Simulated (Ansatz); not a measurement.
## LaZn (Pm-3m) as a metal

```yaml
crystal:
  lattice:
    - [3.64604, 0.00000, 0.00000]
    - [0.00000, 3.64604, 0.00000]
    - [0.00000, 0.00000, 3.64604]
  atoms:
    - { symbol: La, position: [0.50000, 0.50000, 0.50000] }
    - { symbol: Zn, position: [0.00000, 0.00000, 0.00000] }
```

Unless marked otherwise, the numbers come from LDA, all-electron LAPW in Ansatz 0.2.0, scalar-relativistic. k mesh 10×10×10, fine mesh 16×16×16, Fermi-Dirac smearing of 0.080 eV, basis error target 1 meV/atom. The cell was relaxed by PAW under this functional, which moved its volume by -8 % from the database entry's.

Levels and slopes are solved on a 16×16×16 mesh, and each state is taken as quadratic over its cell.

**Question.** What is the density of states at the Fermi level, and which bare Sommerfeld coefficient follows?

**Answer.** N(E_F) = 0.973 states/eV/atom (both spins), so γ = (π²/3) k_B² N(E_F) = 2.29 mJ/(mol-atom K²) without electron-phonon or spin-fluctuation enhancement.

**Question.** What Drude plasma energy and σ/τ do the band velocities give?

**Answer.** (ħω_p,α)² = (e²/ε₀VN_k) Σ_nkσ (∂E/∂k_α)² δ(E − E_F) gives ħω_p = (5.43, 5.43, 5.43) eV along x, y, z, and σ/τ = ε₀ω_p² = 6.01×10²⁰ Ω⁻¹m⁻¹s⁻¹ along x. Weighted by the density of states, the mean Fermi speed is 0.472×10⁶ m/s; the surface has an area of 15.5 Å⁻² for each spin direction.

**Question.** Which bands cross the Fermi level, and what do they carry?

**Answer.** 

```csv
band,filled part,N (states/eV/cell),speed (10⁶ m/s),5th to 95th percentile,area (Å⁻²),filling
1,0.99,0.201,0.485,0.23 to 0.75,1.64,nearly full
2,0.49,1.68,0.448,0.16 to 0.80,12.7,partly filled
3,0.02,0.0632,1.06,1.01 to 1.09,1.13,nearly empty
```

**Question.** Map the plane k₃ = 1/2 of the mesh: how many bands lie under the Fermi level at each point, counted from the least on the plane?

**Answer.** k₁ runs to the right and k₂ upwards, each from −½ to ½ with 0 in the middle (the axes needn't be at right angles):
```
3332222000222233
3322222111222223
2222222111222222
2222222111222222
2222222111222222
2222221111122222
0011111111111110
0011111111111110
0011111111111110
2222221111122222
2222222111222222
2222222111222222
2222222111222222
3322222111222223
3332222000222233
3332222000222233
```

**Question.** On PAW files the program sums the optical response inside the mesh cells, interband lines and its own Drude term. Where does ε₁ rise through zero (a sharp plasmon if ε₂ is small there), and how much light is reflected?

**Answer.** 

```
Fine mesh                         : 16, 16, 16
Window top                        : 25 eV
Line width                        : 0.2 eV
Drude damping                     : 0.05 eV
ε₁ rises through zero at x        : 11.87, 21.46, 24.58 eV
ε₂ there x                        : 0.38, 0.53, 0.54
Plasma energy (x, y, z)           : 5.31, 5.31, 5.31 eV
Reflectivity at 1 eV, x-polarised : 0.6411
Reflectivity at 2 eV, x-polarised : 0.6455
Reflectivity at 3 eV, x-polarised : 0.5805
```

The plasma energy here is the program's own sum at the run's smearing; it differs from the value above by up to 2 %, through mesh and smearing.

**Question.** What does PAW give for the same cell?

**Answer.** N(E_F) = 0.974 states/eV/atom and ħω_p,x = 5.42 eV.

Limits of these numbers: filled d bands lie too high at this level, so their transitions start too early; these sums move with the mesh, by several per cent and more for small sheets; frozen-core PAW files fitted under PBE, their cores solved anew for the functional of the run.
